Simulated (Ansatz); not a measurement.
This cell of ZnCu2SnS4 (kesterite type, space group I-4) is off equilibrium:

```
CELL_PARAMETERS angstrom
     -2.68907     2.68907     5.37502
      2.68907    -2.68907     5.37502
      2.68907     2.68907    -5.37502
ATOMIC_POSITIONS crystal
  Cu 0.00000 0.00000 0.00000
  Cu 0.75000 0.25000 0.50000
  Zn 0.25000 0.75000 0.50000
  Sn 0.50000 0.50000 0.00000
  S  0.63570 0.62895 0.52326
  S  0.10569 0.11244 0.47674
  S  0.37105 0.89431 0.00675
  S  0.88756 0.36430 0.99325
```

Level of theory: r2SCAN (plane waves to 500 eV, PAW, scalar-relativistic; Ansatz, a first-principles code). k mesh 9×9×9 (Γ-centred), Fermi-Dirac smearing 0.05 eV. Energies are smeared free energies. Stress and pressure are positive under compression. The PAW data are Ansatz's earlier set. ZnCu2SnS4 is run without spin polarisation. ZnCu2SnS4 was relaxed with its symmetry unable to fall.

Task: Give the stress tensor in GPa and the pressure.

Result: 
```
   1.62     0.00     0.00
   0.00     1.62     0.00
   0.00     0.00     1.64
```
The pressure, a third of the trace, is 1.63 GPa.

Task: It is the relaxed cell scaled evenly to V/V₀ = 0.980, atoms relaxed where free. What is its energy relative to the relaxed cell?

Result: 2.0 meV/atom.

(A scan under strain: stresses follow from slopes of the energy per volume, elastic moduli from its curvatures.)
